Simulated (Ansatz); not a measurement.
**Si16O: course of a relaxation**

Theory: DFT r2SCAN, scalar-relativistic, plane waves, PAW (Ansatz 0.2.0). Settings: 500 eV cutoff, 2×2×2 k-mesh, Gaussian smearing of 0.02 eV, no spin polarisation.

What was changed: O interstitial, charge +0, atoms relaxed.

In a supercell of 17 atoms the defect feels its periodic images.

Spin polarisation was left out.

Command:

```bash
ansatz run input.yaml --threads 8 --pin off --max-ram 20480MiB --backend cpu --events-out ev --progress --plain --runs-dir out
```

Input:

```yaml
crystal:
  lattice:
    - [0.0, 5.44370238, -5.44370238]
    - [5.44370238, 5.44370238, 0.0]
    - [5.44370238, 0.0, -5.44370238]
  atoms:
    - { symbol: Si, position: [0.125, 0.125, 0.125] }
    - { symbol: Si, position: [0.125, 0.625, 0.125] }
    - { symbol: Si, position: [0.625, 0.125, 0.125] }
    - { symbol: Si, position: [0.625, 0.625, 0.125] }
    - { symbol: Si, position: [0.125, 0.125, 0.625] }
    - { symbol: Si, position: [0.125, 0.625, 0.625] }
    - { symbol: Si, position: [0.625, 0.125, 0.625] }
    - { symbol: Si, position: [0.625, 0.625, 0.625] }
    - { symbol: Si, position: [0.25, 0.75, 0.25] }
    - { symbol: Si, position: [0.25, 0.25, 0.25] }
    - { symbol: Si, position: [0.75, 0.75, 0.25] }
    - { symbol: Si, position: [0.75, 0.25, 0.25] }
    - { symbol: Si, position: [0.25, 0.75, 0.75] }
    - { symbol: Si, position: [0.25, 0.25, 0.75] }
    - { symbol: Si, position: [0.75, 0.75, 0.75] }
    - { symbol: Si, position: [0.75, 0.25, 0.75] }
    - { symbol: O, position: [-0.0160867225, 0.0092393625, 0.0156044013] }
basis:
  ecutwfc: 500
  xc_grid: 3
kpoints:
  mp_grid: { grid: [2, 2, 2], shift: [0.0, 0.0, 0.0] }
hamiltonian:
  xc: r2scan
scf:
  occupations: { method: gaussian, width: 0.02 }
output:
  forces: true
  stress: false
  eigenvalues: true
  write_density: true
  write_potential: true
  elf: true
  volumetric_format: npy
relax:
  adjacent_minimum: "off"
  f_tol: 0.02
  max_steps: 60
```

F is the free energy.

Steps:

```tsv
step	F − F(1) (eV)	largest force component (eV/Å)
1	0.0000	1.260
2	-0.3234	1.814
3	-0.7382	2.361
4	-1.2365	2.644
5	-1.8165	2.650
6	-2.3667	1.168
7	-2.9776	2.129
8	-3.8361	0.981
9	-4.0527	0.748
10	-4.1351	0.165
11	-4.1417	0.035
12	-4.1430	0.008
13	-4.1432	0.025
14	-4.1432	0.003
```

Relaxed structure:

```xyz
17
Lattice="0.0000 5.4437 -5.4437 5.4437 5.4437 0.0000 5.4437 0.0000 -5.4437" Properties=species:S:1:pos:R:3 pbc="T T T"
Si    1.3878    1.6149   -1.5716
Si    4.0583    4.1082   -1.3207
Si    1.0252    3.9360   -4.0190
Si    3.8264    6.6873   -3.9488
Si    4.1045    1.3974   -4.1393
Si    6.7561    4.1342   -4.0481
Si    4.0545    4.1224   -6.7968
Si    6.6952    6.8208   -6.7084
Si    5.4105    5.4937   -2.6738
Si    2.7826    2.9141   -2.9043
Si    5.1596    7.9871   -5.3428
Si    2.7141    5.6664   -5.7083
Si    8.1272    5.4684   -5.4197
Si    5.4671    2.7828   -5.4804
Si    8.0369    8.2056   -8.0709
Si    5.3809    5.4813   -8.1235
O     1.3603   -0.6460    0.0674
```

The run converged. The run took 30 s on 8 threads of Intel(R) Xeon(R) Platinum 8488C (Sapphire Rapids), with other jobs on the host, peak memory 1.7 GiB.